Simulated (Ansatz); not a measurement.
Magnetic states of K₂NiF₄

```
CELL_PARAMETERS angstrom
-4.00600 4.00600 13.07600
2.00300 -2.00300 6.53800
2.00300 2.00300 -6.53800
ATOMIC_POSITIONS crystal
K 0.17600 0.35200 0.00000
K 0.32400 0.64800 0.00000
Ni 0.00000 0.00000 0.00000
F 0.07550 0.15100 0.00000
F 0.42450 0.84900 0.00000
F 0.00000 0.50000 0.50000
F 0.25000 0.00000 0.50000
K 0.67600 0.35200 0.00000
K 0.82400 0.64800 0.00000
Ni 0.50000 0.00000 0.00000
F 0.57550 0.15100 0.00000
F 0.92450 0.84900 0.00000
F 0.50000 0.50000 0.50000
F 0.75000 0.00000 0.50000
```

All energies were calculated with Ansatz 0.2.0 (r2SCAN; 500 eV; 4×8×8 Γ-centred mesh; fermi-dirac occupations of width 0.050 eV). The atoms are fixed and numbered as listed; spin is collinear, without spin-orbit coupling.

The cycle has several fixed points for this cell. Moments (μB):

```tsv
state	Ni3	Ni10	other atoms together	size of the net moment a cell
A	0.00	0.00	0.00	0.00
B	1.72	1.72	0.42	4.00
C	1.70	-1.70	0.00	0.00
```

Site moments are taken in small spheres that don't touch (radius about 0.4 of the atom's shortest bond), so those of the magnetic atoms read low, and they needn't add up to the net moment. State A was run without spin polarisation.

**Question.** Rank the states by energy at zero smearing.

**Answer.** State C (antiparallel, compensated) is lowest; B (parallel moments) lies 5.8 meV above it, A (without moments) lies 221 meV above it, all counted an atom of the cell.

**Question.** Which states have a gap on the mesh, and what pressure does each exert on this cell?

**Answer.** A: no gap, -1.4 GPa; B: gap 2.59 eV, 0.3 GPa; C: gap 2.87 eV, 0.1 GPa (positive in compression).

**Question.** What do states B and C say about the exchange?

**Answer.** Between B and C the moments keep their size (1.72 against 1.70 μB in the mean), so the difference mostly measures the exchange between the flipped sites: the antiparallel order gains 41 meV for each Ni atom. The nearest flipped pair stands 4.01 Å apart. Flipped pairs are linked through F; the widest Ni–F–Ni angle among the nearer links is 180°, at 4.01 Å between the metal atoms. A nearly straight link favours antiparallel spins by superexchange as a rule of thumb, which fits.

**Question.** What does magnetism gain here?

**Answer.** 221 meV an atom of the cell, or 1549 meV for each Ni atom, against state A, which has none. A run without spin would miss this and give wrong energies and forces. That state isn't the paramagnet, which keeps its moments, so this is no ordering energy.

The cell is that of a Crystallography Open Database entry, unchanged but doubled along one cell vector so that moments can oppose.

Caveats: only orders that fit this cell and collinear spins were tried, so the true order may need a larger cell or canted moments; atoms and cell are not relaxed, and each state would relax in its own way; semilocal functionals without U often misplace the states of 3d oxides, halides and chalcogenides; the k mesh is coarse, so differences of a few meV are uncertain where a state is a metal; one start a pattern, so a lower state of the same pattern may exist.
